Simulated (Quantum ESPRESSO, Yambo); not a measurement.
# Levels of theory for the gap of K$_{2}$MgH$_{4}$

K2MgH4 (space group I4/mmm, No. 139): one geometry, one set of PBEsol (pw.x of Quantum ESPRESSO, ONCV potentials, scalar-relativistic) orbitals, self-energies from Yambo (4×4×4 Γ-centred k mesh, bands 5 to 113 and a 6 Ry block in the screening, 113 bands in G with the Bruneval-Gonze terminator, plasmon pole fitted at 27.2 eV).

The geometry is that of Materials Project entry mp-23956, symmetrised and not relaxed again.

| level | gap Γ → (0, 0, 0.25) (eV) | direct gap at (0.25, -0.25, 0.25) (eV) | rough Yambo cost |
|---|---|---|---|
| PBEsol (Quantum ESPRESSO) | 3.33 | 3.68 | – |
| exchange only (Hartree-Fock self-energy on PBEsol orbitals) | 10.72 | 11.20 | about 1/8 (14 states) |
| static COHSEX@PBEsol | 6.48 | 6.90 | within a factor of two (4 states) |
| G0W0@PBEsol, plasmon pole | 5.50 | 6.00 | 1 (14 states) |

Bare exchange has no screening and gives the widest gap; static COHSEX screens it but leaves out the frequency dependence, which G0W0 restores.

Costs are rough ratios of core time on shared machines.

Convergence of the G0W0 settings was not tested.
